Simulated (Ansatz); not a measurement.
According to the program Ansatz at the r²SCAN level (PAW), Zn3GaNO3 in the trigonal phase (P3m1; Pearson symbol hP8) relaxes to a = 3.260 Å, c = 10.346 Å. N has 4 nearest neighbours from 1.82 Å (tetrahedral); Zn on 1c has 4 nearest neighbours from 1.97 Å (tetrahedral); O on 1c has 4 nearest neighbours from 1.94 Å (tetrahedral). Its formation energy from the elements is -1.21 eV/atom, with no fitted shifts.

Electronic character: metallic (no gap). Gap from r²SCAN with spin–orbit coupling: none (metallic).

The bulk modulus is 1390 kbar. Bader charges are Ga +1.67, N -1.51, Zn +1.16 to +1.29, O -1.32 to -1.29 e.

The start of the workflow was typed in or built on a structure type; neither database checked (COD, Materials Project) lists it. Whether it is the stable phase at ambient conditions was not checked. The r²SCAN relaxation kept the symmetry of its start; its stability against distortions is not shown here. The references are the lowest solids computed at this level, not always the standard phases (solids in place of the gases). Spin–orbit coupling is left out wherever it is not named.

Potentials: the earlier of the program's two PAW sets.
